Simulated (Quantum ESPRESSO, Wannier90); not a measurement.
## Tight-binding from DFT: SiRu (CsCl type)

```
begin unit_cell_cart
ang
    2.9161200000    0.0000000000    0.0000000000
    0.0000000000    2.9161200000    0.0000000000
    0.0000000000    0.0000000000    2.9161200000
end unit_cell_cart
begin atoms_frac
Si   0.5000000000  0.5000000000  0.5000000000
Ru   0.0000000000  0.0000000000  0.0000000000
end atoms_frac
```

Cell from Materials Project (mp-381), symmetrised, no further relaxation. Not found in the COD (Crystallography Open Database) copy used; not checked further. Computed values, not measurements, from PBEsol: Quantum ESPRESSO (norm-conserving PseudoDojo potentials, cutoff 68 Ry, no spin polarisation, no spin-orbit coupling) on a Γ-centred 10×10×10 mesh, then Wannier90. Density: 10×10×10 mesh, cold smearing 0.01 Ry.

A tight-binding model is made by disentanglement and projection with no localisation steps (num_iter = 0), so the 13 orbitals stay atom-like: hydrogen-like Si: s;p; Ru: s;p;d, axes along x, y, z; frozen window up to 1.50 eV relative to the Fermi level. It follows pw.x to 2.3 meV rms for states up to 1.0 eV relative to the Fermi level. Matrix elements depend on this choice of orbitals and windows.

The 20 largest hoppings ⟨m,0|H|n,R⟩ between different sites (one of each Hermitian pair; signs follow the real orbitals' lobes; the list may end inside a set of equal values):

| m | n | R | distance of the centres (Å) | t (eV) |
|---|---|---|---|---|
| Ru2 pz | Ru2 pz | 0 0 1 | 2.92 | 2.133 |
| Ru2 py | Ru2 py | 0 1 0 | 2.92 | 2.133 |
| Ru2 px | Ru2 px | 1 0 0 | 2.92 | 2.130 |
| Si1 s | Ru2 pz | 1 0 0 | 2.53 | -1.407 |
| Si1 s | Ru2 pz | 1 1 1 | 2.53 | 1.407 |
| Si1 s | Ru2 pz | 0 1 1 | 2.53 | 1.407 |
| Si1 s | Ru2 pz | 1 0 1 | 2.53 | 1.407 |
| Si1 s | Ru2 pz | 0 1 0 | 2.53 | -1.407 |
| Ru2 pz | Si1 s | 0 0 0 | 2.53 | -1.407 |
| Si1 s | Ru2 pz | 1 1 0 | 2.53 | -1.407 |
| Ru2 py | Si1 s | 0 0 0 | 2.53 | -1.407 |
| Si1 s | Ru2 pz | 0 0 1 | 2.53 | 1.407 |
| Si1 s | Ru2 py | 0 1 1 | 2.53 | 1.407 |
| Si1 s | Ru2 py | 1 1 1 | 2.53 | 1.407 |
| Si1 s | Ru2 py | 0 0 1 | 2.53 | -1.407 |
| Si1 s | Ru2 py | 1 0 1 | 2.53 | -1.407 |
| Si1 s | Ru2 py | 0 1 0 | 2.53 | 1.407 |
| Si1 s | Ru2 py | 1 1 0 | 2.53 | 1.407 |
| Si1 s | Ru2 px | 1 1 0 | 2.53 | 1.406 |
| Si1 s | Ru2 py | 1 0 0 | 2.53 | -1.406 |
